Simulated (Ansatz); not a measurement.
CsCl-type EuMn

Method: PBE+U (U_eff = 6 eV on Eu 4f), scalar-relativistic; collinear spin; PAW, 420 eV, Γ-centred 8×8×8 mesh, 0.05 eV Gaussian smearing; code Ansatz; PAW files: Ansatz's generated set soft_2.

```
Eu Mn
1.0
     3.75956    0.00000    0.00000
     0.00000    3.75956    0.00000
     0.00000    0.00000    3.75956
Eu Mn
1 1
Direct
  0.00000 0.00000 0.00000
  0.50000 0.50000 0.50000
```

The start was a prototype's sites filled with these elements, not a measured cell.

Magnetic state: ferrimagnetic, site spin moments Eu 7.07; Mn -3.96 μB.

The run above is the reference. The same cell was run again with other input settings; several of them aren't fit for production, so the rows show the settings' effect and aren't properties of the material.

| keys changed | outcome | ΔE (meV/atom) | P (GPa) | gap on the mesh (eV) | cell moment (μB) | largest force component (eV/Å) | SCF iterations | rough core-seconds | new warnings |
| --- | --- | --- | --- | --- | --- | --- | --- | --- | --- |
| none (reference) | converged | 0.0 | 0.0 | metal | 3.56 | 0.000 | – | – | – |
| scf.occupations.width: 0.05 → null; scf.occupations.method: "gaussian" → "tetrahedron"; scf.algorithm: "direct_min"; hamiltonian.hubbard: {"sites": [{"species": "Eu", "l": "f", "u_eff": 6.0}]} → {"sites": [{"species": "Mn", "l": "d", "u_eff": 6.0}], "double_counting": "fll"} | refused | – | – | – | – | – | 0 | 0.1 | – |
| kpoints.mp_grid.shift: [0.5, 0.5, 0.5] | converged | -1.9 | 0.2 | metal | 3.56 | 0.000 | 17 | 12 | – |
| scf.algorithm: "direct_min" | converged | 0.0 | 0.0 | metal | 3.56 | 0.000 | 16 | 40 | – |
| scf.n_extra_bands: 8; scf.eigensolver.kind: "davidson"; basis.precision: "f64" | converged | 0.0 | 0.0 | metal | 3.56 | 0.000 | 17 | 21 | moment headroom below auto; open shell order search |

These changes also left energy (to 0.1 meV/atom), pressure, gap, moment and forces as in the reference: basis.xc_grid: 3 | scf.occupations.method: "gaussian" → "cold".

ΔE is the energy with the smearing extrapolated to zero. It is left out where the change alters the Hamiltonian or the spin treatment. The varied runs start from atomic densities (corrected by the program's trained start where that serves), with the default search for lower states unless a row changes it, while the reference went on from a saved state, so a magnet may end in another state whatever the setting.

- Message for «scf.occupations.width: 0.05 → null; scf.occupations.method: "gaussian" → "tetrahedron"; scf.algorithm: "direct_min"; hamiltonian.hubbard: {"sites": [{"species": "Eu", "l": "f", "u_eff": 6.0}]} → {"sites": [{"species": "Mn", "l": "d", "u_eff": 6.0}], "double_counting": "fll"}»: inconsistent input (scf.algorithm, scf.occupations.method): direct minimisation with tetrahedron occupations — the free energy that is minimised is that of smeared or fixed occupations, and a tetrahedron fill has neither; use a smearing scheme or fixed occupations, or the default algorithm without …

(1) What happens with these changes: hamiltonian.dispersion: "d3bj"?

Answer:

(1) outcome converged, P (GPa) -0.9, gap on the mesh (eV) metal, cell moment (μB) 3.56, largest force component (eV/Å) 0.000, SCF iterations 17, rough core-seconds 19, new warnings dispersion switch in reach.

The pair part of a dispersion correction pulls inward (a three-body part mostly pushes out), and in metals and ionic crystals with large ions it often overbinds.

2 further runs (cut off, refused for memory, with changed atoms or starts, or in doubt) are left out.

Of the reference: Open d and f shells can converge to several self-consistent states; this is the one that the run reached. For elements this heavy, spin–orbit coupling would shift levels and gaps; it isn't included here. Site moments are of spin, integrated over atomic spheres. A U of this size is made for insulators; in a metal, as here, it tends to take f weight out of the bonding and to swell the cell.
